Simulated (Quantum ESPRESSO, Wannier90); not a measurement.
# Wannier functions of AlSb (zinc blende)

```xyz
2
Lattice="0.0000 3.0925 3.0925 3.0925 0.0000 3.0925 3.0925 3.0925 0.0000" Properties=species:S:1:pos:R:3 pbc="T T T"
Al     0.0000     0.0000     0.0000
Sb     1.5463     1.5463     1.5463
```

Cell from Materials Project (mp-2624), symmetrised, no further relaxation. COD (Crystallography Open Database) has an entry of this formula and space group (matched by these alone). Level: PBE, no spin polarisation, no spin-orbit coupling; pw.x of Quantum ESPRESSO at 64 Ry with PseudoDojo potentials, 8×8×8 k-points, Wannier90. Density: 8×8×8 mesh, cold smearing 0.01 Ry. Spin-orbit coupling is left out although heavy elements are present.

A tight-binding model is made by disentanglement and projection with no localisation steps (num_iter = 0), so the 8 orbitals stay atom-like: hydrogen-like Al: s;p; Sb: s;p, axes along x, y, z; frozen window up to 2.74 eV relative to the valence-band maximum. It follows pw.x to 14 meV rms for states up to 2.2 eV relative to the valence-band maximum. Matrix elements depend on this choice of orbitals and windows.

### Question
What are the on-site energies relative to the valence-band maximum, and how fast do the hoppings decay?

### Answer
```tsv
atom	orbitals	energy (eV)
Al1	s	-1.84
Al1	pz px py	2.50
Sb2	s	-6.72
Sb2	pz px py	0.74
```

```csv
distance of the centres (Å),largest modulus (eV)
2–3,1.4
4–5,0.37
5–6,0.056
6–7,0.12
7–8,0.037
8–9,0.032
9–10,0.0067
10–11,0.020
11–12,0.0085
12–13,0.0033
```
